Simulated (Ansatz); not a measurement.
**Single point on CoF**

Cell: CoF placed on the sites of a simple cubic array of dimers (box 2.5 bond lengths wide) (a generated, not necessarily known, phase), then sheared and rattled, expanded.

Level of theory: Ansatz, DFT, PBE, all-electron full-potential LAPW, scalar-relativistic, point nucleus. Coarse mesh: 2×2×2 (shift 0.5, 0.5, 0.5 mesh steps), σ = 0.15 eV (Fermi–Dirac). For a metal, stress, forces and moments on so few k-points can be far from the converged ones. Spin-restricted. With Co in the cell, a run with spin could end lower. Labels count atoms in the order given.

```
CELL_PARAMETERS angstrom
4.62482 0.26930 -0.05239
0.26930 4.62481 -0.08296
-0.05239 -0.08296 4.24662
ATOMIC_POSITIONS crystal
Co 0.08259 0.92468 0.64924
F 0.32197 0.17992 0.87991
```

| atom | Fx (eV/Å) | Fy (eV/Å) | Fz (eV/Å) |
| --- | --- | --- | --- |
| Co1 | 1.273 | 1.313 | 1.061 |
| F2 | -1.273 | -1.313 | -1.061 |

Stress (GPa; xx, yy, zz, yz, xz, xy; compression positive): -3.78, -4.16, -3.03, -2.02, -1.94, -2.45.

- All-electron E − TS, for this scheme: -40631.724 eV
- Pressure: -3.65 GPa
- Largest force: 2.114 eV/Å

Repeat with r2SCAN by all-electron PAW datasets generated for the cell without frozen cores, scalar-relativistic, point nucleus.

Compared with PBE, the pressure goes down by 0.62 GPa to -4.27 GPa, and the forces move by 0.166 eV/Å (r.m.s. over the atoms).

Forces in eV/Å:
```
Co1   1.375  1.420  1.135
F2   -1.375 -1.420 -1.135
```

Repeat with LDA (PW92) by all-electron full-potential LAPW, scalar-relativistic, point nucleus.

Beside PBE, the pressure decreases by 1.19 GPa to -4.84 GPa, and the forces move by 0.651 eV/Å (r.m.s. over the atoms).

Forces in eV/Å:
```
Co1   1.666  1.725  1.376
F2   -1.666 -1.725 -1.376
```
